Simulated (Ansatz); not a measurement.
# Calculated with Ansatz: CdTe6Pd, single run

Run with:

```bash
ansatz run input.yaml --threads 1 --pin off --max-ram 2560MiB --backend cpu --events-out ev --progress --plain --runs-dir out
```

Input:

```yaml
crystal:
  lattice:
    - [6.746182, 0.0, 0.0]
    - [-3.373091, 5.842366, 0.0]
    - [-3.373091, 1.947455, 6.369923]
  atoms:
    - { symbol: Te, position: [0.25, 0.083, 0.751] }
    - { symbol: Te, position: [0.917, 0.416, 0.751] }
    - { symbol: Te, position: [0.584, 0.75, 0.751] }
    - { symbol: Te, position: [0.75, 0.917, 0.249] }
    - { symbol: Te, position: [0.083, 0.584, 0.249] }
    - { symbol: Te, position: [0.416, 0.25, 0.249] }
    - { symbol: Cd, position: [0.5, 0.5, 0.5] }
    - { symbol: Pd, position: [0.0, 0.0, 0.0] }
  symmetry: { detect: false }
kpoints:
  mp_grid: { grid: [3, 3, 3], shift: [0, 0, 0] }
magnetization:
  spin_polarized: false
scf:
  occupations: { method: fermi_dirac, width: 0.0311 }
hamiltonian:
  pseudopotentials: { kind: paw }
  xc: pbe
basis:
  ecutwfc: 420
output:
  forces: true
  stress: true
  eigenvalues: true
  write_density: true
  write_potential: true
  elf: true
  volumetric_format: npy
```

Origin of the cell: a known structure type with other elements, at an estimated volume, so it need not be a known compound.

Output (shortened):

```
Pseudopotentials: kind: paw
Pseudopotential: Te, paw, valence charge 16, recommended cutoff 420 eV (normal), Te.paw.azcp
Pseudopotential: Cd, paw, valence charge 20, recommended cutoff 420 eV (normal), Cd.paw.azcp
Pseudopotential: Pd, paw, valence charge 18, recommended cutoff 420 eV (normal), Pd.paw.azcp
Functional definition: PBE
  exchange = pbe_x(kappa = kappa, mu = beta*pi^2/3)
  correlation = pbe_c(beta = beta)
Crystal: 8 atoms, lattice volume = 251.062 Å³
Basis set: ecut = 420 eV, 4923 PW (Γ), exchange–correlation on 96×96×100 points (8 copies of the dense FFT grid, shifted against one another)
Bands: 81, of which v1, the nominal top of the filled ones, is band 67 counted from 1 (66 counted from 0)
Symmetry: 1 space group operations
k-points: 14 of 27 (time reversal used)
[… 6 lines left out …]
Initial density: superposition of atomic densities (neutral atoms: chi_scale 0, normalization atom), corrected by the library's trained network
Functional: x = pbe(κ = 0.804, μ = 0.219515), c = pbe(β = 0.066725)
SCF iter   1: F=—  HF=-57105.169450 eV  Δρ=2.75e-3  dr2=2.76e-2  defer=13
SCF iter   2: F=—  HF=-57105.169493 eV  Δρ=1.85e-3  dr2=8.55e-3  defer=81
SCF iter   3: F=—  HF=-57105.168222 eV  Δρ=5.01e-4  dr2=7.65e-4  defer=81
SCF iter   4: F=—  HF=-57105.168173 eV  Δρ=1.03e-4  dr2=2.39e-5  defer=81
SCF iter   5: F=—  HF=-57105.168096 eV  Δρ=3.36e-5  dr2=2.91e-6  defer=81
SCF iter   6: F=—  HF=-57105.168097 eV  Δρ=1.59e-5  dr2=6.44e-7  defer=81
SCF iter   7: F=-57105.168097 eV  HF=-57105.168097 eV  Δρ=3.13e-6  dr2=2.32e-8
SCF 1 converged in 7 iterations: F = -57105.168097 eV  dr2 = 2.32e-8
SCF converged after 7 iterations
Free energy (F): -57105.168097 eV
Harris-Foulkes:  -57105.168097 eV  (|F-HF|=1.17e-8)
Internal energy: -57105.145384 eV  (E = F + TS)
E sigma→0 (E₀):  -57105.156740 eV
Entropy (-TS):   -0.022713 eV (-2.839 meV/atom)
Fermi energy:    8.877464 eV
--- Per-component energies (eV) ---
  E_band       = -2396.974423
  E_kinetic    = 2093.386371
  E_local      = -14924.391165  (includes V_loc(G=0)·N_el)
  E_nonlocal   = -1613.739551
  E_hartree    = 8122.079054
  E_xc         = -1086.773169
  E_vxc        = -1052.138739  (∫ρ·V_xc dr)
  E_paw        = -35804.304674  (= ΣΔE_a)
  E_vpaw       = -3144.249091  (= ΣTr[D̂ρ^β])
  E_aug_tail   = -0.000999  (compensation charges beyond the density's cutoff)
  E_ewald      = -13891.401250
  E_smearing   = -0.022713  (= −TS)
  Σ components = -57105.168097   (vs F -57105.168097, Δ=0.00e0)
--- Forces (eV/Å), atoms counted from 1 ---
  atom   1  Te    -0.367992    -1.086963     0.686612
  atom   2  Te     1.125335     0.224790     0.686613
  atom   3  Te    -0.757342     0.862173     0.686612
  atom   4  Te     0.367992     1.086963    -0.686612
  atom   5  Te    -1.125335    -0.224790    -0.686613
  atom   6  Te     0.757342    -0.862173    -0.686612
  atom   7  Cd     0.000000    -0.000000     0.000000
  atom   8  Pd    -0.000000    -0.000000     0.000000
  max |Σ_I F_I| component: 1.64e-7 eV/Å
--- Stress (GPa, compression-positive) ---
        0.385417      -0.000000       0.000000
       -0.000000       0.385410       0.000001
        0.000000       0.000001      -1.454535
  P = ⅓ Tr σ = -0.2279 GPa (-2.279 kbar)
```

Caveats: no spin-orbit coupling, though heavy elements are present; the k mesh is coarse if the cell is a metal.

It ran for 32 s of wall time on 1 CPU thread(s) of a shared host, from the program's own first density.
